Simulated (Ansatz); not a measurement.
A distorted cell of SiO₂ (alpha-cristobalite type, space group P4_12_12):

```xyz
12
Lattice="4.7450 0.0000 0.0000 0.0000 4.7450 0.0000 0.0000 0.0000 6.6149" Properties=species:S:1:pos:R:3 pbc="T T T"
Si     1.5380     1.5380     0.0000
Si     3.9105     0.8344     4.9612
Si     0.8344     3.9105     1.6537
Si     3.2069     3.2069     3.3075
O      1.0849     0.7324     1.3327
O      3.4574     1.6401     3.6285
O      1.2876     3.1048     0.3210
O      3.6600     4.0126     4.6402
O      4.0126     3.6600     1.9747
O      1.6401     3.4574     2.9865
O      3.1048     1.2876     6.2939
O      0.7324     1.0849     5.2822
```

Calculation: PBEsol (plane waves to 420 eV, PAW, scalar-relativistic; Ansatz, a program for electronic structure). k mesh 5×5×4 (Γ-centred), Fermi-Dirac smearing 0.05 eV. Energies are smeared free energies. Compression counts positive. SiO2 was relaxed with its symmetry unable to fall. The PAW data are Ansatz's earlier set.

**Question.** Give the stress tensor in GPa and the pressure.

**Answer.** 
```
   3.84     0.00     0.00
   0.00     3.84     0.00
   0.00     0.00     2.52
```
The pressure, a third of the trace, is 3.40 GPa.

**Question.** It is the relaxed cell scaled evenly to V/V₀ = 0.840, atoms relaxed where free. What is its energy relative to the relaxed cell?

**Answer.** 21.0 meV/atom.

(A scan under strain: stresses follow from slopes of the energy per volume, elastic moduli from its curvatures.)
